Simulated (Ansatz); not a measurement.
All numbers below come from DFT PBE, scalar-relativistic, plane waves, PAW (Ansatz 0.2.0). All cells share a 420 eV cutoff and Γ-centred k meshes spaced at most about 0.3 Å⁻¹ (about 0.25 or finer for metals, 2π included). Collinear spin in cells that started with moments and kept them past the coarse steps, no spin elsewhere.

Temperature and zero-point effects are left out.

Compare these two cells of Na3Zn2N, each relaxed at this level.

A. (no spin)

Space group P6/mmm (No. 191). a = 4.570 Å, b = 4.570 Å, c = 9.597 Å, α = 90.00°, β = 90.00°, γ = 120.00°
```
atom  site  symmetry       x       y       z
  Na    1b     6/mmm  0.0000  0.0000  0.5000
  Na    2c      -6m2  0.3333  0.6667  0.0000
  Zn    2e       6mm  0.0000  0.0000  0.7982
   N    1a     6/mmm  0.0000  0.0000  0.0000
```

B. (site moments N 1.9 μB)

Space group P6/mmm (No. 191). a = 6.057 Å, b = 6.057 Å, c = 4.951 Å, α = 90.00°, β = 90.00°, γ = 120.00°
```json
{"atom": "Na", "site": "3g", "symmetry": "mmm", "x": "0.5000", "y": "0.0000", "z": "0.5000"}
{"atom": "Zn", "site": "2c", "symmetry": "-6m2", "x": "0.3333", "y": "0.6667", "z": "0.0000"}
{"atom": "N", "site": "1a", "symmetry": "6/mmm", "x": "0.0000", "y": "0.0000", "z": "0.0000"}
```

Question: Which is lower in energy, and by how much?

Answer: A is lower, by 0.75 eV/atom. A has space group P6/mmm (No. 191), 28.9 Å³/atom and no gap on its mesh; B has space group P6/mmm (No. 191), 26.2 Å³/atom and no gap. The shortest distance is 1.94 Å (Zn–N) in A and 3.03 Å (Na–Na) in B. Their magnetic states differ too. The lower one is the more open, so pressure narrows the difference. Even the lower one lies +0.24 eV/atom against the reference forms of the elements (uncorrected), so neither is stable at this level. In A, Na on a site of symmetry 6/mmm has 2 Zn at 2.86 Å; Zn is surrounded by 1 N at 1.94 Å, 1 Na at 2.86 Å and 6 Na at 3.27 Å; N has 2 Zn at 1.94 Å and 6 Na at 2.64 Å; 1 more site not described. In B, around Na lie 4 Na at 3.03 Å, 4 Zn at 3.03 Å and 4 N at 3.91 Å; Zn is surrounded by 6 Na at 3.03 Å, 3 Zn at 3.50 Å and 3 N at 3.50 Å; around N lie 6 Zn at 3.50 Å and 12 Na at 3.91 Å (long contacts). Both come from invented guesses.

The magnetic state reached may not be the lowest. Cells relaxed within their symmetry can be saddle points. Some structure types and database cells were kept out of the candidates from the start, so a known form may be missing.
